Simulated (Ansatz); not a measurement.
LiC6:
```
LiC6
1.0
    4.30239     0.00000     0.00000
   -2.15120     3.72598     0.00000
    0.00000     0.00000     3.62372
C Li
6 1
Direct
  0.33361   0.33361   0.00000
  0.66639   0.00000   0.00000
  0.00000   0.66639   0.00000
  0.33361   0.00000   0.00000
  0.66639   0.66639   0.00000
  0.00000   0.33361   0.00000
  0.00000   0.00000   0.50000
```

Relaxed with r²SCAN+D4.

Task: Map the electron localisation function on the plane through (0.666, 0.000, 0.000) spanned by u = [1, 0, 0] and v = [0, 0, 1] in lattice vectors, from DFT-r²SCAN+D4 in the program Ansatz with PAW potentials.

Result: x is the fraction of u, y of v (the angle between them is 90°; rows are the nearest grid lines); atoms in the plane: C at (0.00, 0.00), C at (0.67, 0.00), Li at (0.33, 0.50).
```
y \ x   0.000  0.0909  0.182  0.273  0.364  0.455  0.545  0.636  0.727  0.818  0.909   1.00
------  -----  ------  -----  -----  -----  -----  -----  -----  -----  -----  -----  -----
1.00    0.013   0.361  0.443  0.074  0.036  0.299  0.505  0.032  0.268  0.934  0.669  0.013
0.944   0.070   0.450  0.447  0.075  0.037  0.298  0.546  0.121  0.378  0.925  0.706  0.070
0.833   0.652   0.680  0.423  0.070  0.039  0.269  0.639  0.668  0.693  0.812  0.746  0.652
0.778   0.696   0.666  0.362  0.051  0.030  0.214  0.601  0.703  0.677  0.690  0.677  0.696
0.667   0.463   0.383  0.045  0.035  0.063  0.021  0.263  0.469  0.404  0.310  0.364  0.463
0.611   0.216   0.137  0.017  0.529  0.748  0.041  0.064  0.217  0.175  0.120  0.150  0.216
0.556   0.056   0.034  0.038  0.965  0.990  0.283  0.017  0.057  0.045  0.033  0.039  0.056
0.444   0.056   0.034  0.038  0.965  0.990  0.283  0.017  0.057  0.045  0.033  0.039  0.056
0.389   0.216   0.137  0.017  0.529  0.748  0.041  0.064  0.217  0.175  0.120  0.150  0.216
0.333   0.463   0.383  0.045  0.035  0.063  0.021  0.263  0.469  0.404  0.310  0.364  0.463
0.222   0.696   0.666  0.362  0.051  0.030  0.214  0.601  0.703  0.677  0.690  0.677  0.696
0.167   0.652   0.680  0.423  0.070  0.039  0.269  0.639  0.668  0.693  0.812  0.746  0.652
0.0556  0.070   0.450  0.447  0.075  0.037  0.298  0.546  0.121  0.378  0.925  0.706  0.070
0.000   0.013   0.361  0.443  0.074  0.036  0.299  0.505  0.032  0.268  0.934  0.669  0.013
```

The density is the valence pseudo-density with augmentation charge, so density and ELF within about 1 Å of a nucleus are not all-electron values.

Space group P6/mmm. A made-up cell: these elements were put on the sites of a structure type; the Crystallography Open Database copy checked does not list it. Its standing as an ambient phase is unchecked. The r²SCAN+D4 relaxation kept the symmetry of its start; whether a distortion lowers the energy is not shown.

Potentials: the later of the program's two PAW sets.
